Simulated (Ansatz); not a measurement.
Zn:
Space group P6₃/mmc (No. 194); a = 2.688 Å, b = 2.688 Å, c = 4.787 Å, α = 90.00°, β = 90.00°, γ = 120.00°

| atom | site | symmetry | x | y | z |
|---|---|---|---|---|---|
| Zn | 2d | -6m2 | 0.6667 | 0.3333 | 0.2500 |

Relaxed with DFT-PBE in the program Ansatz with PAW potentials. Indices refer to the conventional cell of P6_3/mmc, a = 2.688 Å, b = 2.688 Å, c = 4.787 Å, α = 90.00°, β = 90.00°, γ = 120.00°.

Question: Simulate the powder diffraction pattern (Cu Kα, λ = 1.54184 Å; lines above 1 %) up to 2θ = 90°.

Answer: Simulated powder pattern, Cu Kα, λ = 1.54184 Å (kinematic, ideal powder, no thermal factors, no anomalous dispersion; the 30 strongest lines at most, above 1 %, up to 2θ = 90°):

| 2θ (°) | d (Å) | I/Imax (%) | hkl |
|---|---|---|---|
| 37.58 | 2.393 | 33 | (0002) |
| 38.68 | 2.328 | 23 | (1 0 -1 0) |
| 43.21 | 2.094 | 100 | (1 0 -1 1) |
| 55.03 | 1.669 | 16 | (1 0 -1 2) |
| 70.00 | 1.344 | 15 | (1 1 -2 0) |
| 71.71 | 1.316 | 20 | (1 0 -1 3) |
| 80.21 | 1.197 | 3.2 | (0004) |
| 82.27 | 1.172 | 18 | (1 1 -2 2) |
| 82.95 | 1.164 | 2.2 | (2 0 -2 0) |
| 85.94 | 1.131 | 12 | (2 0 -2 1) |

The cell was relaxed with PBE under the symmetry of its start. Axis ratios of metals converge slowly with the k-mesh, so a and c are less sure than the volume.

Potentials: the later of the program's two PAW sets.
